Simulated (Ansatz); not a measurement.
Independent-particle absorption of SiC (P6_3mc, a = 3.079 Å, b = 3.079 Å, c = 15.108 Å, α = 90.00°, β = 90.00°, γ = 120.00°), no local fields or excitons, 0.1 eV broadening. Level of theory: DFT r2SCAN, scalar-relativistic, plane waves, PAW (Ansatz 0.2.0).

Settings: cutoff 500 eV, Γ-centred mesh 12×12×2 on the computed 12-atom cell, Gaussian smearing of 0.02 eV; no spin polarisation. The spectrum is summed on a 18×18×3 mesh.

```yaml
crystal:
  lattice:
    - [1.53933, -2.66606, 0.00000]
    - [1.53933, 2.66606, 0.00000]
    - [0.00000, 0.00000, 15.10765]
  atoms:
    - { symbol: Si, position: [0.16669, 0.83331, 0.85770] }
    - { symbol: Si, position: [0.83331, 0.16669, 0.35770] }
    - { symbol: Si, position: [0.49998, 0.50002, 0.52450] }
    - { symbol: Si, position: [0.50002, 0.49998, 0.02450] }
    - { symbol: Si, position: [0.83336, 0.16664, 0.69122] }
    - { symbol: Si, position: [0.16664, 0.83336, 0.19122] }
    - { symbol: C, position: [0.49999, 0.50001, 0.64983] }
    - { symbol: C, position: [0.50001, 0.49999, 0.14983] }
    - { symbol: C, position: [0.16665, 0.83335, 0.98268] }
    - { symbol: C, position: [0.83335, 0.16665, 0.48268] }
    - { symbol: C, position: [0.83332, 0.16668, 0.81620] }
    - { symbol: C, position: [0.16668, 0.83332, 0.31620] }
```

(photon energy (eV), ε2,xx): (0.0, 0.00), (0.4, 0.00), (0.8, 0.00), (1.2, 0.00), (1.6, 0.00), (2.0, 0.00), (2.4, 0.00), (2.8, 0.00), (3.2, 0.00), (3.6, 0.02), (4.0, 0.08), (4.4, 0.34), (4.8, 0.47), (5.2, 1.03), (5.6, 2.55), (6.0, 6.39), (6.4, 9.91), (6.8, 13.22), (7.2, 16.14), (7.6, 19.08), (8.0, 12.98), (8.4, 11.56), (8.8, 13.64), (9.2, 11.57), (9.6, 9.49), (10.0, 8.33), (10.4, 6.69), (10.8, 5.36), (11.2, 4.50), (11.6, 3.73), (12.0, 3.15), (12.4, 2.99), (12.8, 2.58), (13.2, 2.27), (13.6, 2.00), (14.0, 1.83)

The strongest peak lies near 7.6 eV. ε∞ (xx, yy, zz) = 6.6, 6.6, 6.8.

Cost: 1 run of about 22 core-minutes, on Oxide Virtual Turin-like Processor (Zen 5) (shared hosts).